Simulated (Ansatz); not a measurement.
An Ansatz (a program for electronic structure) run. Input:

Ansatz 0.2 input:
```yaml
crystal:
  lattice:
    - [5.519375605, 0.0, 0.0]
    - [0.0, 5.5231801858, 0.0]
    - [-2.3021001765, 0.0, 5.0895775977]
  atoms:
    - { symbol: Co, position: [0.272068424, 0.4981948441, 0.7877439907] }
    - { symbol: Co, position: [0.727931576, 0.5018051559, 0.2122560093] }
    - { symbol: Co, position: [0.727931576, 0.9981948441, 0.7122560093] }
    - { symbol: Co, position: [0.272068424, 0.0018051559, 0.2877439907] }
    - { symbol: P, position: [0.1575849294, 0.8737707604, 0.8673125234] }
    - { symbol: P, position: [0.8424150706, 0.1262292396, 0.1326874766] }
    - { symbol: P, position: [0.8424150706, 0.3737707604, 0.6326874766] }
    - { symbol: P, position: [0.1575849294, 0.6262292396, 0.3673125234] }
    - { symbol: P, position: [0.3394822016, 0.3720080958, 0.1813545896] }
    - { symbol: P, position: [0.6605177984, 0.6279919042, 0.8186454104] }
    - { symbol: P, position: [0.6605177984, 0.8720080958, 0.3186454104] }
    - { symbol: P, position: [0.3394822016, 0.1279919042, 0.6813545896] }
kpoints:
  mp_grid: { grid: [3, 3, 3] }
hamiltonian:
  xc: hse06
  pseudopotentials: { kind: paw }
scf:
  n_extra_bands: 12
  occupations: { method: fixed }
output:
  eigenvalues: true
  eigenstates:
    e_range: [-9.0, 8.8]
    kpoints:
      - [0.5, 0.0, 0.0]  # VBM
      - [0.03125, 0.0, 0.223958]  # CBM
      - [0.0, 0.0, 0.0]  # GAMMA
      - [0.0, 0.5, 0.0]  # Z
      - [0.0, 0.0, 0.5]  # B
      - [-0.5, 0.0, 0.0]  # Y_2
      - [-0.5, 0.5, 0.0]  # C_2
      - [0.0, 0.5, 0.5]  # D
      - [-0.5, 0.0, 0.5]  # A
      - [-0.5, 0.5, 0.5]  # E
```

Output (shortened):

```
Pseudopotential: Co, paw, valence charge 17
Pseudopotential: P, paw, valence charge 5
Functional definition: HSE06
davidson cushion auto → on  (no smearing: the cushion is to keep the highest requested band from converging to the state above it …
Crystal: 12 atoms, lattice volume = 155.153 Å³
Basis set: ecut = 420 eV, 3017 PW (Γ)
Bands: 66, of which v1, the nominal top of the filled ones, is band 54 counted from 1 (53 counted from 0)
Symmetry: 4 space group operations
Space group: P21/c (ITA 14), of the structure as read, at distance tolerance 5.4e-5 Å
k-points: 10 of 27
SCF iter   1: F=—  HF=-26556.836313 eV  |F-HF|=—  |Δ(HF+E_count)|=         —  Δρ=9.44e-3  dr2=7.54e-2  ethr=1.77e-3  ⟨swp⟩=6.8  Hψ=3121  notcnv=0
preconditioner: auto → none
SCF iter   2: F=—  HF=-26556.907477 eV  |F-HF|=—  |Δ(HF+E_count)|=   7.12e-2  Δρ=2.70e-2  dr2=8.82e-1  ethr=6.98e-5  ⟨swp⟩=4.0  Hψ=2053  notcnv=0
SCF iter   3: F=—  HF=-26556.836154 eV  |F-HF|=—  |Δ(HF+E_count)|=   7.13e-2  Δρ=8.67e-3  dr2=8.12e-2  ethr=6.98e-5  ⟨swp⟩=4.0  Hψ=2037  notcnv=0
iter 4 solved again at ethr=2.28e-6 eV; its pass at ethr=6.98e-5 eV (dr2=2.46e-3 eV) is discarded
SCF iter   4: F=—  HF=-26556.829346 eV  |F-HF|=—  |Δ(HF+E_count)|=   6.81e-3  Δρ=1.31e-3  dr2=1.94e-3  ethr=2.28e-6  ⟨swp⟩=3.2  Hψ=3096  notcnv=0
SCF iter   5: F=—  HF=-26556.829210 eV  |F-HF|=—  |Δ(HF+E_count)|=   1.36e-4  Δρ=2.81e-4  dr2=7.62e-5  ethr=1.80e-6  ⟨swp⟩=3.0  Hψ=1493  notcnv=0
SCF iter   6: F=-26556.829215 eV  HF=-26556.829214 eV  |F-HF|=3.58e-7  |Δ(HF+E_count)|=   4.41e-6  Δρ=1.09e-4  dr2=5.22e-6  ethr=7.06e-8  ⟨swp⟩=3.4  Hψ=1842  notcnv=0
SCF 1 stopped early in 6 iterations: F = -26556.829215 eV  dr2 = 5.22e-6
Crystal: 12 atoms, lattice volume = 155.153 Å³
Exchange kernel: α = 0.2500, screened, ω = 0.2079 Å⁻¹, Wigner–Seitz truncation, v(0) = 1037.0188 eV·Å³, q-mesh 3×3×3, nearest image of the exchange supercell L …
Frozen-core exchange: fock
SCF iter   1: F=—  HF=-26551.159785 eV  |F-HF|=—  |Δ(HF+E_count)|=         —  Δρ=2.91e-2  dr2=1.43e0  ethr=4.83e-8  ⟨swp⟩=8.6  Hψ=4312  notcnv=0
preconditioner: auto → none
SCF iter   2: F=—  HF=-26552.128872 eV  |F-HF|=—  |Δ(HF+E_count)|=   9.69e-1  Δρ=9.35e-2  dr2=1.04e1  ethr=4.83e-8  ⟨swp⟩=8.5  Hψ=4379  notcnv=0  recentre
SCF iter   3: F=—  HF=-26551.012986 eV  |F-HF|=—  |Δ(HF+E_count)|=    1.12e0  Δρ=1.23e-2  dr2=2.61e-1  ethr=4.83e-8  ⟨swp⟩=8.1  Hψ=4331  notcnv=0
SCF iter   4: F=—  HF=-26550.975127 eV  |F-HF|=—  |Δ(HF+E_count)|=   3.79e-2  Δρ=1.16e-3  dr2=3.75e-2  ethr=4.83e-8  ⟨swp⟩=6.1  Hψ=3306  notcnv=0
SCF iter   5: F=—  HF=-26551.144021 eV  |F-HF|=—  |Δ(HF+E_count)|=   1.69e-1  Δρ=3.45e-3  dr2=1.17e-2  ethr=4.83e-8  ⟨swp⟩=7.0  Hψ=3668  notcnv=0
SCF iter   6: F=—  HF=-26551.166218 eV  |F-HF|=—  |Δ(HF+E_count)|=   2.22e-2  Δρ=3.10e-3  dr2=8.38e-3  ethr=4.83e-8  ⟨swp⟩=6.0  Hψ=3166  notcnv=0
SCF iter   7: F=—  HF=-26551.168208 eV  |F-HF|=—  |Δ(HF+E_count)|=   1.99e-3  Δρ=2.04e-3  dr2=3.69e-3  ethr=4.83e-8  ⟨swp⟩=5.0  Hψ=2721  notcnv=0
SCF iter   8: F=-26551.167611 eV  HF=-26551.167714 eV  |F-HF|=1.03e-4  |Δ(HF+E_count)|=   4.94e-4  Δρ=2.54e-4  dr2=1.69e-4  ethr=4.83e-8  ⟨swp⟩=5.1  Hψ=2819  notcnv=0
SCF 2 stopped early in 8 iterations: F = -26551.167611 eV  dr2 = 1.69e-4
hybrid outer 1: dexx = +3.109e-1 eV, tail = 8.43e-4 eV
Crystal: 12 atoms, lattice volume = 155.153 Å³
Exchange kernel: α = 0.2500, screened, ω = 0.2079 Å⁻¹, Wigner–Seitz truncation, v(0) = 1037.0188 eV·Å³, q-mesh 3×3×3, nearest image of the exchange supercell L …
Frozen-core exchange: fock
SCF iter   1: F=—  HF=-26551.168250 eV  |F-HF|=—  |Δ(HF+E_count)|=         —  Δρ=3.31e-4  dr2=2.08e-4  ethr=3.90e-6  ⟨swp⟩=3.0  Hψ=1533  notcnv=0
preconditioner: auto → none
SCF iter   2: F=—  HF=-26551.168359 eV  |F-HF|=—  |Δ(HF+E_count)|=   1.08e-4  Δρ=9.28e-4  dr2=1.05e-3  ethr=1.85e-7  ⟨swp⟩=3.9  Hψ=2055  notcnv=0
SCF iter   3: F=—  HF=-26551.168253 eV  |F-HF|=—  |Δ(HF+E_count)|=   1.06e-4  Δρ=1.29e-4  dr2=2.16e-5  ethr=1.85e-7  ⟨swp⟩=3.3  Hψ=1798  notcnv=0
iter 4 solved again at ethr=6.91e-10 eV; its pass at ethr=1.87e-8 eV (dr2=7.47e-7 eV) is discarded
SCF iter   4: F=—  HF=-26551.168250 eV  |F-HF|=—  |Δ(HF+E_count)|=   2.61e-6  Δρ=3.29e-5  dr2=8.94e-7  ethr=6.91e-10  ⟨swp⟩=3.1  Hψ=3271  notcnv=0
SCF iter   5: F=—  HF=-26551.168250 eV  |F-HF|=—  |Δ(HF+E_count)|=   1.98e-7  Δρ=1.16e-5  dr2=1.17e-7  ethr=6.61e-10  ⟨swp⟩=4.8  Hψ=1830  notcnv=0  defer=6
SCF iter   6: F=-26551.168250 eV  HF=-26551.168250 eV  |F-HF|=1.71e-8  |Δ(HF+E_count)|=   3.77e-8  Δρ=3.93e-6  dr2=2.05e-8  ethr=1.02e-10  ⟨swp⟩=5.3  Hψ=1737  notcnv=0  defer=13
SCF 3 converged in 6 iterations: F = -26551.168250 eV  dr2 = 2.05e-8
hybrid outer 2: dexx = +2.890e-5 eV, tail = 4.28e-7 eV, Δε = 9.94e-3 eV (about 3.02e-4 eV left of the loop's levels)
NSCF: frozen V_eff on 10 k-points
hybrid SCF converged: 2 outer / 14 inner (+6 warm-up), last move |dexx| = 2.89e-5 eV, tail = 4.28e-7 eV
Stability not checked (fock_operator)
Free energy (F): -26551.168247 eV
Frozen-core exchange: fock
Harris-Foulkes:  -26551.168247 eV  (|F-HF|=1.71e-8)
Internal energy: -26551.168247 eV  (E = F + TS)
E sigma→0 (E₀):  -26551.168247 eV
Fermi energy:    12.222969 eV
--- Per-component energies (eV) ---
  E_band       = -1343.243162
  E_kinetic    = 2415.744083
  E_local      = -16434.675413  (includes V_loc(G=0)·N_el)
  E_nonlocal   = 2077.797268
  E_hartree    = 7106.085610
  E_xc         = -919.331505
  E_vxc        = -1059.536783  (∫ρ·V_xc dr)
  E_exx        = -401.134096  (= α·E_x^exact, valence–valence)
  E_paw        = -10439.536755  (= ΣΔE_a)
  E_vpaw       = -1752.460647  (= ΣTr[D̂ρ^β])
  E_aug_tail   = 0.000369  (compensation charges beyond the density's cutoff)
  E_ewald      = -9954.671360
  E_core_change = -1.446447  (= ΣΔE_core)
  E_smearing   =  0.000000  (= −TS)
  E_closure    =  0.000000  (closes the sum)
  Σ components = -26551.168247   (vs F -26551.168247, Δ=0.00e0)
  [band-id]    e_kinetic+e_local+e_nonlocal+2·e_hartree+e_vxc+2·e_exx+e_vpaw+e_augmentation_tail = -1343.228096   (vs E_band -1343.243162, Δ=1.51e-2)
--- Band table (eV; the first three rows and the last of 10) ---
  k-point 0: bands = ["-87.9965", "-87.9962", "-87.9916", "-87.9916", "-49.7150", "-49.7148", "-49.7108", "-49.7106", "-49.6851", "-49.6844", "-49.6312", "-49.6304", "-49.5724", "-49.5715", "-49.5703", "-49.5698", "-3.8220", "-0.4756", "-0.1014", "-0.0439", …
  k-point 1: bands = ["-87.9964", "-87.9962", "-87.9916", "-87.9915", "-49.7154", "-49.7153", "-49.7107", "-49.7106", "-49.6846", "-49.6843", "-49.6318", "-49.6313", "-49.5721", "-49.5717", "-49.5702", "-49.5700", "-3.2115", "-1.5699", "-0.2047", "-0.0965", …
  k-point 2: bands = ["-87.9964", "-87.9962", "-87.9916", "-87.9916", "-49.7150", "-49.7149", "-49.7107", "-49.7106", "-49.6848", "-49.6845", "-49.6311", "-49.6307", "-49.5724", "-49.5720", "-49.5704", "-49.5702", "-3.2996", "-1.8581", "0.0753", "0.1148", …
  k-point 9: bands = ["-87.9963", "-87.9962", "-87.9915", "-87.9915", "-49.7153", "-49.7152", "-49.7110", "-49.7110", "-49.6850", "-49.6848", "-49.6310", "-49.6308", "-49.5723", "-49.5721", "-49.5704", "-49.5702", "-2.5955", "-1.4743", "-0.1706", "-0.1269", …
```

Cost: roughly 10 core-minutes on shared cores.

The points marked VBM and CBM come from a semilocal run.

Space group P2_1/c. The workflow started from a Materials Project entry (that database holds measured and hypothetical structures alike); the Crystallography Open Database copy checked does not list it. Whether it is the stable phase at ambient conditions was not checked. Symmetry was held in the r²SCAN relaxation; whether a distortion lowers the energy is not shown. The run is not spin-polarised.

Potentials: the later of the program's two PAW sets.

Ansatz is a plane-wave DFT program.
